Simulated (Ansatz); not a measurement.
B in space group I4_132 (No. 214; B on 8a), the program Ansatz at the PBE level (PAW). The conduction-band minimum lies on the Γ–P line, 21 % of the way from Γ, with 8 equivalent valleys. Second derivatives d²E/dk² of the lowest band at one valley (eV·Å²), along Cartesian directions:

```
direction  d²E/dk²
---------  -------
[100]        9.724
[010]        9.724
[001]        9.724
[110]        6.232
[101]        6.232
[011]        6.232
```

**Question.** Find the principal effective masses, the density-of-states mass and the conductivity mass.

**Answer.** Off-diagonal terms follow from H_xy = H[110] − (H_xx + H_yy)/2, and m*/mₑ = 7.620 eV·Å² over each eigenvalue: 0.58, 0.58, 2.8. One valley's DOS mass (m₁m₂m₃)^(1/3) = 0.97, conductivity mass 3/(Σ 1/mᵢ) = 0.78 mₑ.

**Question.** What effective density of states Nc follows at 300 K for parabolic valleys?

**Answer.** Nc = 2.509e19 × 8 × (0.97)^(3/2) ≈ 1.9e20 cm⁻³.

The start of the workflow was typed in or built on a structure type; neither database checked (COD, Materials Project) lists it. It is not the phase usual at ambient conditions (space group No. 166). The PBE relaxation kept the symmetry of its start; whether a distortion lowers the energy is not shown.

Potentials: the later of the program's two PAW sets.

Edges and masses are those of Kohn–Sham bands, whose gap is no quasiparticle gap.
